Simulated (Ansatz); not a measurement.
Consider the following.

InSb (zinc blende)

```
CELL_PARAMETERS angstrom
      0.00000     3.31730     3.31730
      3.31730     0.00000     3.31730
      3.31730     3.31730     0.00000
ATOMIC_POSITIONS crystal
  Sb 0.75000 0.75000 0.75000
  In 0.00000 0.00000 0.00000
```

Two-dimensional scan of atom 1 (Sb, nearest neighbour In at 2.873 Å; its periodic images, 4.7 Å or more away, move with it): u runs along (1.000, 0.000, 0.000), v along (0.000, 1.000, 0.000) (Cartesian). Cell and other atoms are fixed.

Level of theory: PBE (plane waves to 420 eV, PAW, scalar-relativistic; Ansatz, an electronic-structure program). k mesh 10×10×10 (Γ-centred), Fermi-Dirac smearing 0.05 eV. Energies are smeared free energies. With partly filled bands, energies and forces of such displacements shift with the k mesh and the smearing. At this level the bands of InSb touch or barely overlap; measurements give the solid a gap. InSb was relaxed with its symmetry unable to fall. Spin-orbit coupling is left out, though Sb is heavy. ΔE is measured from the undisplaced structure. Axes are in Å.

The scan covers u from -0.430 to 0.430 Å in 5 points and v from -0.430 to 0.430 Å in 5 points.

Problem. Is the undisplaced position a minimum, a maximum or a saddle of this map?

Solution. A minimum.

Problem. What are the two principal curvatures of the energy at the centre?

Solution. 5.9 eV/Å², isotropic.

(A displaced cell: forces are minus the slopes of the energy, force constants its curvatures, and phonons follow from these.)
